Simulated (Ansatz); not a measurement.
CdTe:
```
CdTe
1.0
    0.00000     3.30950     3.30950
    3.30950     0.00000     3.30950
    3.30950     3.30950     0.00000
Cd Te
1 1
Cartesian
  0.00000   0.00000   0.00000
  4.96424   4.96424   4.96424
```

PBE (plane waves, PAW; program Ansatz) gives a gap of 0.58 eV without spin–orbit coupling, maximum at Γ, minimum at Γ.

### Question
What happens when spin–orbit coupling is switched on?

### Answer
The gap drops by 0.26 eV, to 0.32 eV; maximum at Γ, minimum at Γ.

### Question
How large is the spin–orbit splitting of the valence top at Γ?

### Answer
The fourfold level lies 0.85 eV above the split-off pair.

### Question
Give the electron effective mass with spin–orbit coupling.

### Answer
0.037 mₑ (isotropic).

Space group F-43m (zinc blende). The PBE relaxation kept the symmetry of its start.

Potentials: the earlier of the program's two PAW sets.
